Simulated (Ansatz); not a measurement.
PtW:
```
CELL_PARAMETERS angstrom
      2.71372     0.00000     0.00000
      0.00000     2.71372     0.00000
      0.00000     0.00000     4.10004
ATOMIC_POSITIONS crystal
  Pt 0.00000 0.00000 0.00000
  W  0.50000 0.50000 0.50000
```

Relaxed with PBEsol. Special points in fractions of this cell's reciprocal vectors: Γ (0.000, 0.000, 0.000); X (0.000, 0.500, 0.000); M (0.500, 0.500, 0.000); Z (0.000, 0.000, 0.500); R (0.000, 0.500, 0.500); A (0.500, 0.500, 0.500).

Question: List the band energies nearest the Fermi level at these points for plane-wave PAW PBEsol (Ansatz code).

Answer: In eV from the Fermi level; about four levels below and three above (degenerate sets whole), none deeper than 8.9 eV; … stands for higher levels left out; points with the same levels are listed once.

| k | below | above |
|---|---|---|
| Γ | -3.63 -3.63 -3.25 -1.62 -1.10 | 0.87 3.24 3.24 |
| X | -3.78 -3.41 -2.93 -2.58 | 0.31 1.60 2.06 |
| M | -7.36 -6.97 -6.97 -0.05 | 0.13 2.10 2.10 |
| Z | -2.91 -2.91 -1.57 -1.53 | 1.18 1.18 … |
| R | -3.38 -2.64 -1.00 -0.31 | 0.31 1.78 3.11 |
| A | -3.36 -3.36 -3.26 -0.05 | 0.60 6.23 6.59 |

Space group P4/mmm (L1₀ or tetragonal B2). The start of the workflow was typed in or built on a structure type; neither database checked (COD, Materials Project) lists it. Its standing as an ambient phase is unchecked. The cell was relaxed with PBEsol under the symmetry of its start; whether a distortion lowers the energy is not shown. The run is not spin-polarised. Scalar-relativistic: spin–orbit coupling is off unless named, which matters more the heavier the elements.

Potentials: the later of the program's two PAW sets.
